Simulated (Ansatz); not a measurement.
The start is a generated cell, Sn built in the AFLOW prototype A_cI16_220_c (as in Li). The structure is fully relaxed (lattice and positions, P = 0) with PBE (plane waves to 420 eV, PAW, scalar-relativistic; Ansatz, a quantum-chemistry and plane-wave program). The first steps use a coarse 6×6×6 k-mesh.

Input geometry:
```yaml
crystal:
  lattice:
    - [-3.79907, 3.79907, 3.79907]
    - [3.79907, -3.79907, 3.79907]
    - [3.79907, 3.79907, -3.79907]
  atoms:
    - { symbol: Sn, position: [0.40200, 0.40200, 0.40200] }
    - { symbol: Sn, position: [0.50000, 0.00000, 0.09800] }
    - { symbol: Sn, position: [0.00000, 0.09800, 0.50000] }
    - { symbol: Sn, position: [0.09800, 0.50000, 0.00000] }
    - { symbol: Sn, position: [0.90200, 0.90200, 0.90200] }
    - { symbol: Sn, position: [0.50000, 0.00000, 0.59800] }
    - { symbol: Sn, position: [0.00000, 0.59800, 0.50000] }
    - { symbol: Sn, position: [0.59800, 0.50000, 0.00000] }
```

Task: Which atoms feel the largest initial force, and how large is it?

Result: 0.04 eV/Å, on Sn1, Sn2, Sn3, Sn4, Sn5, Sn6, Sn7, Sn8 (atoms numbered as listed).

Task: By how much does the energy per atom fall from start to end?

Result: 0.01 eV/atom.

Task: How do the shortest distances between atoms change?

Result: The closest pairs of elements (up to four, under 3.6 Å), start → end: Sn–Sn 3.14 → 3.11 Å.

Task: Write out the relaxed structure.

Result: 
```cif
data_Sn16
_chemical_formula_sum 'Sn16'
_space_group_name_H-M_alt 'I-43d'
_space_group_IT_number 220
_space_group_name_Hall 'I -4bd 2c 3'
_cell_length_a 7.70518
_cell_length_b 7.70518
_cell_length_c 7.70518
_cell_angle_alpha 90.000
_cell_angle_beta 90.000
_cell_angle_gamma 90.000
loop_
_atom_site_label
_atom_site_type_symbol
_atom_site_symmetry_multiplicity
_atom_site_Wyckoff_symbol
_atom_site_fract_x
_atom_site_fract_y
_atom_site_fract_z
_atom_site_occupancy
Sn1 Sn 16 c 0.19377 0.19377 0.19377 1
```
(The calculation used a cell of 8 atoms; values per cell refer to that cell.)

The space group stays I-43d (No. 220) (the run could not lower it); the end is AFLOW prototype A_cI16_220_c (as in Li), with 8 atoms in the primitive cell. Final values are on a 9×9×9 k-mesh of the relaxed cell. No spin polarisation in the result.

The run could not lose the symmetry of its start: the end is stationary, and may be a saddle point rather than a minimum.

The relaxed structure here is a generated cell of Sn: the first start was made by placing the elements on the sites of a structure type, and the end was not matched to a known phase here, so it may be hypothetical. Known forms of Sn include space group No. 141, 227.
